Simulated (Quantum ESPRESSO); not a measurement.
# Zr4SSe7: convergence and cost over cutoff and k mesh

Simulated, not a measurement. The program is pw.x of Quantum ESPRESSO 7.5 (plane-wave density functional theory). The cell is made up: 12 atoms on a layered 1T lattice, with randomly drawn elements, strain and displacements, not relaxed. PseudoDojo standard norm-conserving files (v0.5 for PBE, v0.4.1 for LDA and PBEsol) set the functional; there is no spin polarisation, spin-orbit coupling or dispersion term, and the masses in the input are unused placeholders.

Input of the run in row 4:

```
&control calculation='scf', pseudo_dir='./dojo.nc.sr.pbe.v0_5.standard.upf', outdir='./o', disk_io='low', tprnfor=.true., tstress=.true. /
&system ibrav=0, nat=12, ntyp=3, nbnd=89, ecutwfc=85.99341389, nosym=.true., tot_charge=0,
 occupations='smearing', smearing='fd', degauss=0.0018374661
/
&electrons conv_thr=7.350e-09, electron_maxstep=60, /
ATOMIC_SPECIES
S 1.0 S.upf
Se 1.0 Se.upf
Zr 1.0 Zr.upf
CELL_PARAMETERS angstrom
3.7402 -0.025 0.0076
-0.0433 6.4162 0.0087
0.0246 0.0164 12.0469
ATOMIC_POSITIONS angstrom
Zr 0.0631 -0.027 -0.0371
Zr 1.9395 3.3191 -0.0157
Zr -0.004 -0.0546 6.0867
Zr 1.8632 3.3416 6.08
S -0.0059 2.1265 1.5058
Se 1.8673 0.9932 4.496
Se 1.8027 5.2609 1.4173
Se -0.0901 4.3238 4.5706
Se -0.0273 2.1386 7.4479
Se 1.9073 1.0395 10.6283
Se 1.7987 5.4568 7.4803
Se 0.0039 4.2871 10.5101
K_POINTS automatic
6 4 2 1 1 1
```

The same cell was run at these settings. Meshes are shifted by half a step, and differences are from the last row, which is itself not exact.

| cutoff (eV) | k mesh | k points solved | threshold (eV) | free energy less the last row's (eV) | pressure (GPa) | largest stress difference (GPa) | largest force difference (eV/Å) | iterations | wall time (s) | k-point pools | processor |
| --- | --- | --- | --- | --- | --- | --- | --- | --- | --- | --- | --- |
| 819 | 2 x 2 x 2 | 4 | 1e-04 | 8.495 | -41.88 | 54.73 | 0.238 | 11 | 70 | 4 | Intel Xeon, 2023 or later |
| 1170 | 2 x 2 x 2 | 4 | 1e-07 | -0.952 | 9.54 | 2.67 | 0.237 | 16 | 110 | 4 | Intel Xeon, 2023 or later |
| 829 | 6 x 4 x 2 | 24 | 1e-07 | 7.820 | -33.93 | 44.16 | 0.014 | 15 | 283 | 4 | Intel Xeon, 2023 or later |
| 1170 | 6 x 4 x 2 | 24 | 1e-07 | -0.010 | 10.12 | 0.13 | 0.013 | 14 | 450 | 4 | Intel Xeon, 2023 or later |
| 1467 | 8 x 6 x 4 | 96 | 1e-07 | 0.000 | 10.13 | 0.00 | 0.000 | 14 | 2506 | 4 | Intel Xeon, 2023 or later |

Each pool is one process. Wall times include start-up and a band step at six k points, which weighs most on the coarsest meshes. The runs were on shared virtual cores whose load varied, so times are rough.